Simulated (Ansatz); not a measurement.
Relaxed-ion elastic tensor of Be (hcp (Mg type), space group No. 194) in GPa (Voigt order), the program Ansatz at the r²SCAN level (PAW); density 1.89 g/cm³, 7.90 Å³ per atom.

```
 330  25.2   3.3   0.0   0.0   0.0
25.2   330   3.3   0.0   0.0   0.0
 3.3   3.3   399   0.0   0.0   0.0
 0.0   0.0   0.0   175   0.0   0.0
 0.0   0.0   0.0   0.0   175   0.0
 0.0   0.0   0.0   0.0   0.0   153
```

Task: Is the crystal mechanically stable?

Result: Yes: the smallest eigenvalue of C is 153 GPa.

Task: Work out the Voigt, Reuss and Hill averages.

Result: K_V = 125, K_R = 124, K_H = 125; G_V = 169, G_R = 168, G_H = 168 GPa.

Task: Give Young's modulus, Poisson's ratio, Pugh's ratio and the universal anisotropy index.

Result: E = 9KG/(3K + G) = 348 GPa; ν = 0.03; K/G = 0.74 (brittle by the Pugh limit of 1.75); A_U = 5G_V/G_R + K_V/K_R − 6 = 0.04.

Task: Estimate the sound speeds and the Debye temperature.

Result: v_l = √((K + 4G/3)/ρ) = 13600 m/s, v_t = √(G/ρ) = 9430 m/s, mean 10200 m/s; Θ = (h/k)(3n/4πV)^(1/3) v_m = 1530 K.

Task: Solve the Christoffel equation for the three sound speeds along x, y, z.

Result: Eigenvalues of C_ijkl n_j n_l equal ρv². In km/s, slowest first: x 8.97, 9.61, 13.20; y 8.97, 9.61, 13.20; z 9.61, 9.61, 14.52.

Task: How much does each axis shrink under pressure?

Result: Linear compressibilities β_i = Σ_j S_ij (j = 1 to 3): x 2.8, y 2.8, z 2.5 per TPa.

Space group P6_3/mmc (hcp (Mg type)). Symmetry was held in the r²SCAN relaxation; of distortions, only those at the zone centre were tested. As this level gives no gap, shear constants depend on the k-mesh and smearing (Fermi–Dirac, 0.1 eV here).

Potentials: the earlier of the program's two PAW sets.
